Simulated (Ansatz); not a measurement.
ZnGeO$_{3}$:
```cif
data_Ge6O18Zn6
_chemical_formula_sum 'Zn6 Ge6 O18'
_space_group_name_H-M_alt 'R-3 :H'
_space_group_IT_number 148
_space_group_name_Hall '-R 3'
_cell_length_a 4.96641
_cell_length_b 4.96641
_cell_length_c 13.85050
_cell_angle_alpha 90.000
_cell_angle_beta 90.000
_cell_angle_gamma 120.000
loop_
_atom_site_label
_atom_site_type_symbol
_atom_site_symmetry_multiplicity
_atom_site_Wyckoff_symbol
_atom_site_fract_x
_atom_site_fract_y
_atom_site_fract_z
_atom_site_occupancy
Zn1 Zn 6 c 0.00000 0.00000 0.36751 1
Ge1 Ge 6 c 0.00000 0.00000 0.15637 1
O1 O 18 f 0.34831 0.04323 0.09039 1
```
(The calculation used a cell of 10 atoms; values per cell refer to that cell.)

Relaxed with r²SCAN.

Problem. Tabulate the valence density and the electron localisation function along the shortest Ge–O contact (1.87 Å), the program Ansatz at the r²SCAN level (PAW).

Solution. 

```csv
distance from Ge (Å),density (e/Å³),ELF
0.19,38.17,0.00
0.28,23.29,0.01
0.37,12.22,0.02
0.47,5.84,0.06
0.56,2.79,0.13
0.65,1.52,0.21
0.75,1.01,0.29
0.84,0.83,0.37
0.94,0.85,0.49
1.03,1.00,0.65
1.12,1.29,0.77
1.22,1.76,0.82
1.31,2.52,0.81
1.40,3.56,0.77
1.50,4.75,0.68
1.59,5.87,0.53
1.68,6.77,0.37
```

The density is the valence pseudo-density with augmentation charge, so density and ELF within about 1 Å of a nucleus are not all-electron values.

The first step of the workflow began from a Materials Project structure, measured or hypothetical; the Crystallography Open Database copy checked does not list it. Whether it is the stable phase at ambient conditions was not checked. The r²SCAN relaxation kept the symmetry of its start; whether a distortion lowers the energy is not shown.

Potentials: the later of the program's two PAW sets.
